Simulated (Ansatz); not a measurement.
LiLaGe2:
```
LiLaGe2
1.0
    7.90624     0.00000     0.00000
    0.00000     4.01141     0.00000
    0.00000     0.00000    10.91446
Ge La Li
8 4 4
Direct
  0.21736   0.25000   0.07073
  0.28264   0.75000   0.57073
  0.71736   0.25000   0.42927
  0.78264   0.75000   0.92927
  0.16031   0.25000   0.68120
  0.33969   0.75000   0.18120
  0.66031   0.25000   0.81880
  0.83969   0.75000   0.31880
  0.13916   0.25000   0.36632
  0.36084   0.75000   0.86632
  0.63916   0.25000   0.13368
  0.86084   0.75000   0.63368
  0.49388   0.25000   0.61158
  0.00612   0.75000   0.11158
  0.99388   0.25000   0.88842
  0.50612   0.75000   0.38842
```

This is the r²SCAN-relaxed structure.

Q: All from DFT-r²SCAN in the program Ansatz with PAW potentials, unless another level is named. Give the electronic character.

A: metallic (no gap).

Q: And the formation energy from the elements (no fitted shifts)?

A: -0.78 eV/atom.

Q: What about the density of states at the Fermi level?

A: 0.22 states/eV per atom (mean over ±0.08 eV).

Space group Pnma. The workflow started from an entry of the Crystallography Open Database (COD, 200 K). Whether it is the stable phase at ambient conditions was not checked. Symmetry was held in the r²SCAN relaxation; its stability against distortions is not shown here. The references are the lowest solids computed at this level, not always the standard phases. Scalar-relativistic: spin–orbit coupling is off unless named, which matters more the heavier the elements.

Potentials: the later of the program's two PAW sets.
